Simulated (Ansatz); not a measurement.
Relaxed ZnSe (zinc blende):

```yaml
crystal:
  lattice:
    - [0.00000, 2.86650, 2.86650]
    - [2.86650, 0.00000, 2.86650]
    - [2.86650, 2.86650, 0.00000]
  atoms:
    - { symbol: Se, position: [0.75000, 0.75000, 0.75000] }
    - { symbol: Zn, position: [0.00000, 0.00000, 0.00000] }
```

Computed with PBE (plane waves to 420 eV, PAW, scalar-relativistic; Ansatz, an electronic-structure program). k mesh 8×8×8 (Γ-centred), Fermi-Dirac smearing 0.05 eV. ZnSe was relaxed with its symmetry unable to fall.

One atom of the cell was then moved (with its periodic images), all else fixed, and the forces (eV/Å) came out as:

| atom | Fx | Fy | Fz |
|---|---|---|---|
| Se1 | -2.171 | 0.000 | 0.000 |
| Zn2 | 2.171 | 0.000 | 0.000 |

With two atoms only their relative shift counts; take Zn2 as fixed.

### Question
Which atom was moved, and by which vector (Å)?

### Answer
Se1, by (0.50, 0.00, 0.00), 0.50 Å in all.

(A displaced cell: forces are minus the slopes of the energy, force constants its curvatures, and phonons follow from these.)
